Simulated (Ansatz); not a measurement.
Relaxation of a randomly generated symmetric cell of Rh (space group No. 191); 2 atoms in the cell, which starts as P6/mmm (No. 191), hP2; a = b = 3.932 Å, c = 2.424 Å, α = β = 90.00°, γ = 120.00°. These are PBE (plane waves to 420 eV, PAW, scalar-relativistic; Ansatz, a program for electronic structure) values and carry that method's errors. Γ-centred k-mesh 10×10×13 on the run's cell (coarser than for final values), Fermi–Dirac smearing 0.05 eV. This is the first round of the run. 

The optimiser's lines from the output (shortened; P is positive under compression):

```
relax step   1: F+E_penalty+E_count = -12803.13421085 eV  Δ(F+E_penalty+E_count) = +0.000e0 eV  max|allowed force component| = 2.197e-17 eV/Å  Δτ_max = 0.0000 Å  P = +42.445 GPa  Ω = 32.457 Å³  (7 SCF iters, dr2 threshold 1.00e-7 eV, accepted)
relax step   2: F+E_penalty+E_count = -12803.82909037 eV  Δ(F+E_penalty+E_count) = -6.949e-1 eV  max|allowed force component| = 3.701e-17 eV/Å  Δτ_max = 0.0000 Å  P = +10.156 GPa  Ω = 36.751 Å³  (6 SCF iters, dr2 threshold 2.00e-7 eV, accepted)
relax step   3: F+E_penalty+E_count = -12803.90985296 eV  Δ(F+E_penalty+E_count) = -8.076e-2 eV  max|allowed force component| = 3.701e-17 eV/Å  Δτ_max = 0.0000 Å  P = +2.674 GPa  Ω = 38.347 Å³  (6 SCF iters, dr2 threshold 2.00e-7 eV, accepted)
relax step   4: F+E_penalty+E_count = -12803.92270438 eV  Δ(F+E_penalty+E_count) = -1.285e-2 eV  max|allowed force component| = 7.401e-17 eV/Å  Δτ_max = 0.0000 Å  P = -0.035 GPa  Ω = 39.107 Å³  (5 SCF iters, dr2 threshold 2.00e-7 eV, accepted)
relax step   5: F+E_penalty+E_count = -12803.92290544 eV  Δ(F+E_penalty+E_count) = -2.011e-4 eV  max|allowed force component| = 8.327e-17 eV/Å  Δτ_max = 0.0000 Å  P = -0.006 GPa  Ω = 39.084 Å³  (3 SCF iters, dr2 threshold 2.00e-7 eV, accepted)
relax step   6: F+E_penalty+E_count = -12803.92290669 eV  Δ(F+E_penalty+E_count) = -1.248e-6 eV  max|allowed force component| = 1.388e-16 eV/Å  Δτ_max = 0.0000 Å  P = -0.000 GPa  Ω = 39.082 Å³  (4 SCF iters, dr2 threshold 1.30e-9 eV, accepted)
relax step   7: F+E_penalty+E_count = -12803.92970545 eV  Δ(F+E_penalty+E_count) = -6.799e-3 eV  max|allowed force component| = 1.249e-16 eV/Å  Δτ_max = 0.0000 Å  P = +0.156 GPa  Ω = 39.082 Å³  stress off target by 2.22e-1 GPa  SCF on the basis re-selected at this cell (its energy is not comparable with the rows above)  (10 SCF iters)
relax step   8: F+E_penalty+E_count = -12803.92971567 eV  Δ(F+E_penalty+E_count) = -1.022e-5 eV  max|allowed force component| = 9.252e-18 eV/Å  Δτ_max = 0.0000 Å  P = +0.001 GPa  Ω = 39.129 Å³  (3 SCF iters, dr2 threshold 1.23e-7 eV, accepted)
relax step   9: F+E_penalty+E_count = -12803.92974487 eV  Δ(F+E_penalty+E_count) = -2.921e-5 eV  max|allowed force component| = 8.095e-18 eV/Å  Δτ_max = 0.0000 Å  P = +0.000 GPa  Ω = 39.129 Å³  stress off target by 6.44e-3 GPa  SCF on the basis re-selected at this cell (its energy is not comparable with the rows above)  (6 SCF iters)
```

From the first to the last row the energy changes by -0.40 eV/atom and the volume by +20.6 %. The last row is marked as not comparable with the walk above it, whose basis was carried along; it does compare with step 1, since both stand on a basis selected at the nominal cutoff for their own cell.

Later rounds, restarted from the end of this one on a renewed k-mesh, logged 9 more steps and released under 0.01 eV/atom more. The final structure after all rounds: P6/mmm (No. 191), hP2; a = b = 4.2619 Å, c = 2.4878 Å, α = β = 90.00°, γ = 120.00°. Between re-selections the logged energies stand on a plane-wave basis carried along with the cell. No spin polarisation in the result.

The run could not lose the symmetry of its start, so the end can be a saddle point.

All atoms sit on sites fixed by symmetry, so only the cell could relax.

The relaxed structure here is a generated cell of Rh: the first start was made by a random draw of sites in a space group, and the end was not matched to a known phase here, so it may be hypothetical. Known forms of Rh include space group No. 225.
